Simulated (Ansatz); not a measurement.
Ru (hcp, Mg type)

```
Ru
1.0
    2.72203     0.00000     0.00000
   -1.36102     2.35735     0.00000
    0.00000     0.00000     4.29074
Ru
2
Cartesian
  0.00000   1.57157   3.21805
  1.36102   0.78578   1.07268
```

The slice is a (0001) plane (indices of the conventional cell) through the point (0.667, 0.333, 0.250) (fractional), spanned by u = [110] and v = [1 -1 0] in vectors of this cell: u (2.72 Å) and v (4.71 Å, at 90° to u). It covers one period; positions are fractions (u, v).

These are PBE (plane waves to 420 eV, PAW, scalar-relativistic; Ansatz, a quantum-chemistry and plane-wave program) values and carry that method's errors. k mesh 20×20×11. These are valence fields of a PAW run, semicore shells included where kept as valence: close to a nucleus they are smooth pseudo fields. Ru is run without spin polarisation. Ru was relaxed with its symmetry unable to fall. The PAW data are Ansatz's earlier set.

Three fields on this plane, each scaled to ten steps between its own extremes (0 low, 9 high; the total valence density on a logarithmic scale, the potential cut 8 eV below its top; x marks points blanked near nuclei; v = 0 in the bottom row):

Map A
```
|xxxxxx424xxxxx|
|xxxxx83138xxxx|
|xxxxx51015xxxx|
|xxxx6200026xxx|
|x9853210123589|
|43333334333333|
|1123589x985321|
|0126xxxxxxx621|
|015xxxxxxxxx51|
|138xxxxxxxxx83|
|24xxxxxxxxxxx4|
|35xxxxxxxxxxx5|
|24xxxxxxxxxxx4|
|138xxxxxxxxx83|
|015xxxxxxxxx51|
|0026xxxxxxx620|
|0123589x985321|
|43333334333333|
|x9853211123589|
|xxxx6210126xxx|
|xxxxx51015xxxx|
|xxxxx83138xxxx|
|xxxxxx424xxxxx|
|xxxxxx535xxxxx|
```

Map B
```
|xxxxxx373xxxxx|
|xxxxx34843xxxx|
|xxxxx25952xxxx|
|xxxx3489843xxx|
|x3235887885323|
|00366532356630|
|4454335x533454|
|6411xxxxxxx114|
|520xxxxxxxxx02|
|511xxxxxxxxx11|
|52xxxxxxxxxxx2|
|73xxxxxxxxxxx3|
|73xxxxxxxxxxx3|
|843xxxxxxxxx34|
|952xxxxxxxxx25|
|9843xxxxxxx348|
|7885323x323588|
|23566300036653|
|x5334544454335|
|xxxx1146411xxx|
|xxxxx02520xxxx|
|xxxxx11511xxxx|
|xxxxxx252xxxxx|
|xxxxxx373xxxxx|
```

Map C
```
|xxxxxx575xxxxx|
|xxxxx06860xxxx|
|xxxxx48984xxxx|
|xxxx3799973xxx|
|x0046889886400|
|55666655566665|
|9886400x004688|
|9973xxxxxxx379|
|984xxxxxxxxx48|
|860xxxxxxxxx06|
|75xxxxxxxxxxx5|
|74xxxxxxxxxxx4|
|75xxxxxxxxxxx5|
|860xxxxxxxxx06|
|984xxxxxxxxx48|
|9973xxxxxxx379|
|9886400x004688|
|55666655566665|
|x0046889886400|
|xxxx3799973xxx|
|xxxxx48984xxxx|
|xxxxx06860xxxx|
|xxxxxx575xxxxx|
|xxxxxx474xxxxx|
```

**Question.** Assign the maps to these fields: electron localisation function (ELF); valence electron density; electrostatic potential energy of an electron, from the cell's mean.

**Answer.** A is the valence electron density; B is the electron localisation function (ELF); C is the electrostatic potential energy of an electron, from the cell's mean.
